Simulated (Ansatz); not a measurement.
ScPt:
```
CELL_PARAMETERS angstrom
      3.22868     0.00000     0.00000
      0.00000     3.22868     0.00000
      0.00000     0.00000     3.22868
ATOMIC_POSITIONS crystal
  Sc 0.50000 0.50000 0.50000
  Pt 0.00000 0.00000 0.00000
```

Relaxed with LDA. Special points in fractions of this cell's reciprocal vectors: Γ (0.000, 0.000, 0.000); X (0.000, 0.500, 0.000); M (0.500, 0.500, 0.000); R (0.500, 0.500, 0.500).

Task: List the band energies nearest the Fermi level at these points for the program Ansatz at the LDA level (PAW).

Result: In eV from the Fermi level; about four levels below and three above (degenerate sets whole), none deeper than 8.9 eV; points with the same levels are listed once.

```tsv
k	below	above
Γ	-5.53 -5.53 -2.99 -2.99 -2.99	1.46 1.46 3.58 3.58 3.58
X	-3.39 -3.39 -2.56 -0.92 -0.24	1.15 1.15 2.75
M	-4.11 -4.11 -1.67 -0.86	0.32 0.32 1.99
R	-1.61 -1.61 -1.54 -1.54 -1.54	3.15 3.79 3.79
```

Space group Pm-3m (CsCl type). The first step of the workflow began from a Materials Project structure, measured or hypothetical; the Crystallography Open Database files this formula in space group No. 221, but the cells were not matched. Its standing as an ambient phase is unchecked. Symmetry was held in the LDA relaxation; of distortions, only those at the zone centre were tested. No spin polarisation was allowed. Scalar-relativistic: spin–orbit coupling is off unless named, which matters more the heavier the elements.

Potentials: the later of the program's two PAW sets.
